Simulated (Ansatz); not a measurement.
CsPt (P-6m2)

Theory: DFT PBE, scalar-relativistic, plane waves, PAW in Ansatz.

Plane waves to 420 eV, a k mesh through Γ of 18×18×10 on the computed 2-atom cell and Gaussian smearing (0.10 eV); no spin polarisation.

The structure is relaxed at this level of theory with its symmetry kept, and needn't be the ground state of this composition.

```yaml
crystal:
  lattice:
    - [3.43699, 0.00000, 0.00000]
    - [-1.71849, 2.97652, 0.00000]
    - [0.00000, 0.00000, 5.58143]
  atoms:
    - { symbol: Cs, position: [0.00000, 0.00000, 0.00000] }
    - { symbol: Pt, position: [0.33333, 0.66667, 0.50000] }
```

```json
{
  "Space group": "P-6m2 (No. 187)",
  "Volume per atom": "28.55 Å³",
  "Formation energy from the elements' standard states (uncorrected)": "+0.681 eV/atom",
  "Kohn–Sham band gap": "none (metal)",
  "Density of states at the Fermi level": "0.6 states/eV per cell",
  "Orbital (Löwdin) character within 0.5 eV of the Fermi level": "Pt 5d 74 %, Pt 6s 16 %, unprojected 5 %",
  "Bader charge by site (e)": "Cs (1 in the cell) 0.63, Pt (1 in the cell) -0.63"
}
```

Spin-orbit coupling is left out, which matters for the bands of heavy elements.

The cell was found from a structure generator's guess, not taken from experiment. Löwdin shares on free-atom orbitals overweight diffuse shells.
